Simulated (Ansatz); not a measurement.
ZrSi:
```
ZrSi
1.0
    0.00000     2.68787     2.68787
    2.68787     0.00000     2.68787
    2.68787     2.68787     0.00000
Si Zr
1 1
Direct
  0.00000   0.00000   0.00000
  0.50000   0.50000   0.50000
```

Relaxed with HSE06. Special points in fractions of this cell's reciprocal vectors: Γ (0.000, 0.000, 0.000); X (0.500, 0.000, 0.500); U (0.625, 0.250, 0.625); K (0.375, 0.375, 0.750); L (0.500, 0.500, 0.500); W (0.500, 0.250, 0.750).

Q: List the band energies nearest the Fermi level at these points for HSE06 (plane waves, PAW; program Ansatz).

A: In eV from the Fermi level; about four levels below and three above (degenerate sets whole), none deeper than 8.9 eV; points with the same levels are listed once.

```tsv
k	below	above
Γ	–	0.28 0.28 0.28
X	-8.77 -3.36 -2.06	0.26 0.26 2.06
U	-8.26 -3.50 -3.27 -1.48	1.08 3.59 4.55
L	-7.65 -5.65 -2.59 -2.59	3.38 3.38 4.38
W	-8.18 -3.11 -3.11 -2.62	2.98 2.98 3.39
```

Space group Fm-3m (rock salt). A made-up cell: these elements were put on the sites of a structure type; neither database checked (COD, Materials Project) lists it. COD files the formula under space group No. 62, 63, so this cell is another polymorph or a model. Whether it is the stable phase at ambient conditions was not checked. The cell was relaxed with HSE06 under the symmetry of its start; its stability against distortions is not shown here. No spin polarisation was allowed. The hybrid run found no gap, on a coarse k-mesh. Scalar-relativistic: spin–orbit coupling is off unless named, which matters more the heavier the elements.

Potentials: the later of the program's two PAW sets.
